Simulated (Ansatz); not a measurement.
SnAu (NiAs type)

```
SnAu
1.0
    4.33265     0.00000     0.00000
   -2.16633     3.75219     0.00000
    0.00000     0.00000     5.55623
Sn Au
2 2
Cartesian
  2.16633   1.25073   4.16718
  0.00000   2.50146   1.38906
  0.00000   0.00000   2.77812
  0.00000   0.00000   0.00000
```

The slice is a (1 -1 0 0) plane (indices of the conventional cell) through the point (0.000, 0.000, 0.000) (fractional), spanned by u = [110] and v = [001] in vectors of this cell: u (4.33 Å) and v (5.56 Å, at 90° to u). It covers one period; positions are fractions (u, v).

Computed with PBEsol (plane waves to 420 eV, PAW, scalar-relativistic; Ansatz, a quantum-chemistry and plane-wave program). k mesh 12×12×9. These are valence fields of a PAW run, semicore shells included where kept as valence: close to a nucleus they are smooth pseudo fields. SnAu was relaxed with its symmetry unable to fall. Spin-orbit coupling is left out, though Au is heavy.

Question: What is the valence density on the shortest Au–Au line in this plane (2.78 Å), at its midpoint?

Answer: 0.36 e/Å³.

Question: What is the ELF at the midpoint of the shortest Au–Au line in this plane (2.78 Å)?

Answer: 0.26.

Question: Sketch the valence electron density on this plane as a map.

Answer: 
```
v \ u  0.00  0.11  0.21  0.32  0.42  0.53  0.63  0.74  0.84  0.95
-----  ----  ----  ----  ----  ----  ----  ----  ----  ----  ----
0.92    0.9   0.7  -0.1  -0.7  -0.9  -0.9  -0.8  -0.5   0.3   0.9
0.83    0.1  -0.2  -0.5  -0.8  -0.8  -0.8  -0.8  -0.7  -0.3   0.0
0.75   -0.4  -0.5  -0.7  -0.8  -0.7  -0.7  -0.8  -0.8  -0.6  -0.5
0.67    0.1  -0.2  -0.5  -0.8  -0.8  -0.8  -0.8  -0.7  -0.3   0.0
0.58    0.9   0.7  -0.1  -0.7  -0.9  -0.9  -0.8  -0.5   0.3   0.9
0.50    1.2   0.9   0.1  -0.6  -0.9  -1.0  -0.8  -0.3   0.6   1.1
0.42    0.9   0.7  -0.1  -0.7  -0.9  -0.9  -0.8  -0.5   0.3   0.9
0.33    0.1  -0.2  -0.5  -0.8  -0.8  -0.8  -0.8  -0.7  -0.3   0.0
0.25   -0.4  -0.5  -0.7  -0.8  -0.7  -0.7  -0.8  -0.8  -0.6  -0.5
0.17    0.1  -0.2  -0.5  -0.8  -0.8  -0.8  -0.8  -0.7  -0.3   0.0
0.08    0.9   0.7  -0.1  -0.7  -0.9  -0.9  -0.8  -0.5   0.3   0.9
0.00    1.2   0.9   0.1  -0.6  -0.9  -1.0  -0.8  -0.3   0.6   1.1
```

Values: log₁₀ of the valence density in e/Å³. The scale is logarithmic, as a density can span decades between atoms and voids.
